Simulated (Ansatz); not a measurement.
# Stability checks on a candidate for Rb4Sb

The structure comes from a generated guess, relaxed at this level; another structure or a mixture of phases may lie lower.

Computed with Ansatz 0.2.0, DFT PBE, scalar-relativistic, plane waves, PAW. Plane waves to 420 eV, a 6×6×6 mesh through Γ for the 5-atom cell and 0.10 eV Gaussian smearing; no spin polarisation.

Space group Im-3m (No. 229). a = 8.760 Å, b = 8.760 Å, c = 8.760 Å, α = 90.00°, β = 90.00°, γ = 90.00°
| atom | site | symmetry | x | y | z |
| --- | --- | --- | --- | --- | --- |
| Rb | 8c | .-3m | 0.2500 | 0.2500 | 0.2500 |
| Sb | 2a | m-3m | 0.0000 | 0.0000 | 0.0000 |

The zero of energy is the elements' standard structures at the same level; no fitted shifts are applied.

**Question.** These tests were run: energy against the elements; phonons at Γ. What do they show?

**Answer.**

```
                       test                            result
energy against the elements                     −0.20 eV/atom
               phonons at Γ  imaginary modes down to 21i cm⁻¹
```

It fails none of these tests outright. Whether a mixture of other phases lies lower isn't tested here. Phonons away from Γ weren't computed. Undecided within the accuracy: phonons at Γ.

Spin–orbit coupling, which can matter for Sb, is left out. The run for the phonons used a 6×6×6 k mesh and Fermi–Dirac smearing of 0.15 eV.
